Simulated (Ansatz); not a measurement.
**Squeezing LuSb (rocksalt type)**

```xyz
2
Lattice="0.0000 2.9982 2.9982 2.9982 0.0000 2.9982 2.9982 2.9982 0.0000" Properties=species:S:1:pos:R:3 pbc="T T T"
Lu    0.0000    0.0000    0.0000
Sb    2.9982    2.9982    2.9982
```

The cell comes from a relaxation on PAW files under the same functional, begun from a prototype that needn't be the stable phase.

Its volume is scaled at fixed shape and fractional positions.

Computed with Ansatz 0.2.0; functional PBEsol, scalar-relativistic. Settings: a Γ-centred 12×12×12 k mesh, Fermi–Dirac smearing of 0.1 eV, no spin polarisation. Methods: LAPW: all electrons, basis error target 1 meV/atom; PAW: frozen-core files, cutoff 420 eV; crystal datasets: all electrons, by PAW datasets that the program makes for each cell; norm-conserving: pseudopotentials, cutoff 1361 eV; PAW (core large): files with a larger core, cutoff 420 eV.

Energies are extrapolated to zero smearing and count from the unscaled cell; pressure is positive in compression; gaps take the mesh and a band path. No temperature or zero-point motion is included.

Spin–orbit coupling is left out, which matters for the heavy atoms. The PAW files were made under PBE.

| V/V0 | V (Å³/atom) | P LAPW (GPa) | ΔE LAPW (eV/atom) | P PAW − LAPW (GPa) | ΔE PAW − LAPW (meV/atom) |
| --- | --- | --- | --- | --- | --- |
| 1.00 | 26.95 | 0.01 | 0.000 | -0.02 | 0.0 |
| 0.92 | 24.80 | 6.68 | 0.042 | -0.02 | -0.3 |
| 0.84 | 22.64 | 16.71 | 0.195 | -0.02 | -0.5 |
| 0.76 | 20.48 | 32.1 | 0.516 | -0.01 | -0.6 |
| 0.68 | 18.33 | ? | ? | ? | ? |
| 0.60 | 16.17 | 95.5 | 2.096 | -0.02 | -0.8 |
| 0.52 | 14.01 | 162.9 | 3.791 | 0.00 | -0.8 |
| 0.45 | 12.13 | 268.8 | 6.274 | 0.10 | -0.4 |

Fit the Vinet equation to the LAPW pressures shown (residuals weighted by 1/(|P| + 0.03·Pmax)), and predict the pressure of the withheld row.

The fit gives V0 = 26.98 Å³/atom, B0 = 64 GPa and B0′ = 4.53. At 18.33 Å³/atom, x = (V/V0)^(1/3) = 0.8791, and P = 3·B0·(1 − x)/x²·exp[1.5·(B0′ − 1)·(1 − x)] = 57.0 GPa. The run itself gave 56.2 GPa (+1.3 % off) and ΔE = 1.098 eV/atom.

From the table, what is the rise of the enthalpy H = E + pV up to the last row, and how stiff is the crystal between the last two rows?

ΔH = 6.274 eV + (268.8 GPa × 12.13 Å³ − 0.01 GPa × 26.95 Å³) × 0.006242 eV/(GPa·Å³) = 26.62 eV/atom, of which pV makes 76 %. The mean bulk modulus there is −ΔP/Δln V = 732 GPa.

At the smallest volume, how far do crystal datasets and norm-conserving and PAW (core large) lie from LAPW in pressure?

crystal datasets: 0.00 GPa; norm-conserving: -2.40 GPa; PAW (core large): +0.10 GPa, on a LAPW pressure of 268.8 GPa.

How do the Löwdin populations by LAPW change from the unscaled cell to the last row?

Lu 5s 1.97 → 1.86, Lu 6s 0.51 → 0.42, Lu 5p 5.99 → 5.90, Lu 5d 2.22 → 4.23, Lu 4f 13.99 → 13.91, Sb 4s 1.98 → 1.92, Sb 5s 1.49 → 1.07, Sb 5p 3.81 → 2.72, Sb 4d 9.99 → 9.96 electrons an atom. These are projections on the shells that the free atoms fill; 0.05 e a cell lies outside them at the start and 0.07 e at the end.
